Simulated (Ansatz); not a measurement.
Here is the system:

BP:
```
CELL_PARAMETERS angstrom
      0.00000     2.15933     2.15933
      2.15933     0.00000     2.15933
      2.15933     2.15933     0.00000
ATOMIC_POSITIONS crystal
  P  0.00000 0.00000 0.00000
  B  0.50000 0.50000 0.50000
```

This is the PBE-relaxed structure.

All from PBE (plane waves, PAW; program Ansatz), unless another level is named. Estimate the electronic character.

metallic (no gap).

Give the formation energy from the elements (no fitted shifts).

61 kJ/mol of atoms.

Next, the density of states at the Fermi level?

0.36 states/eV per atom (mean over ±0.08 eV).

Space group Fm-3m (rock salt). The start of the workflow was typed in or built on a structure type; neither database checked (COD, Materials Project) lists it. It is not the phase usual at ambient conditions (space group No. 216). The PBE relaxation kept the symmetry of its start; whether a distortion lowers the energy is not shown. Its formation energy is positive at this level, so the cell may be metastable or incomplete. The references are the lowest solids computed at this level, not always the standard phases.

Potentials: the later of the program's two PAW sets.
